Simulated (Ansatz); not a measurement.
AgW:
Space group P4/mmm (No. 123); a = b = 2.6598 Å, c = 4.4825 Å, α = β = γ = 90.00°

```
atom  site  symmetry       x       y       z
----  ----  --------  ------  ------  ------
Ag      1a     4/mmm  0.0000  0.0000  0.0000
W       1d     4/mmm  0.5000  0.5000  0.5000
```

Relaxed at zero pressure with plane-wave PAW PBEsol (Ansatz code).

The volume is raised by 6 % and shape and atoms relax at that volume. What pressure results, and how do the axes share the change?

-10.8 GPa; a 1.5 %, b 1.5 %, c 3.0 %; the energy rises by 34 meV/atom.

Give the new structure.


Space group P4/mmm (No. 123); a = 2.698 Å, b = 2.698 Å, c = 4.616 Å, α = 90.00°, β = 90.00°, γ = 90.00°

```tsv
atom	site	symmetry	x	y	z
Ag	1a	4/mmm	0.0000	0.0000	0.0000
W	1d	4/mmm	0.5000	0.5000	0.5000
```

The phase is kept; no other phase was compared at this pressure.

The start of the workflow was typed in or built on a structure type; neither database checked (COD, Materials Project) lists it. Whether it is the stable phase at ambient conditions was not checked. The PBEsol relaxation kept the symmetry of its start. At this level the phase is mechanically unstable. The run is not spin-polarised. Its formation energy is positive at this level, so the cell may be metastable or incomplete. Axis ratios of metals converge slowly with the k-mesh, so a and c are less sure than the volume. Spin–orbit coupling is left out wherever it is not named.

Potentials: the later of the program's two PAW sets.
